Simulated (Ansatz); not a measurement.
Na (bcc, W type)

```xyz
1
Lattice="-2.0984 2.0984 2.0984 2.0984 -2.0984 2.0984 2.0984 2.0984 -2.0984" Properties=species:S:1:pos:R:3 pbc="T T T"
Na     0.0000     0.0000     0.0000
```

Computed with PBE (plane waves to 420 eV, PAW, scalar-relativistic; Ansatz, a quantum-chemistry and plane-wave program). Harmonic phonons by density-functional perturbation theory on a 16×16×16 k mesh, in cm⁻¹ and rounded to 5; i marks imaginary ones, q is in fractions of the reciprocal vectors of the cell shown, and the three acoustic modes at Γ are left out. Na was relaxed with its symmetry unable to fall. The PAW data are Ansatz's earlier set.

### Question
Is the structure dynamically stable at N = (0.5, 0.0, 0.0), H = (0.5, 0.5, 0.5)?

### Answer
No imaginary mode at these points (lowest 30 cm⁻¹ at N = (0.5, 0.0, 0.0)); other wave vectors were not tested.

### Question
Predict the phonon wavenumbers at N = (0.5, 0.0, 0.0), H = (0.5, 0.5, 0.5).

### Answer
```csv
q,wavenumbers (cm⁻¹)
"N = (0.5, 0.0, 0.0)","30, 85, 130"
"H = (0.5, 0.5, 0.5)",125 (×3)
```
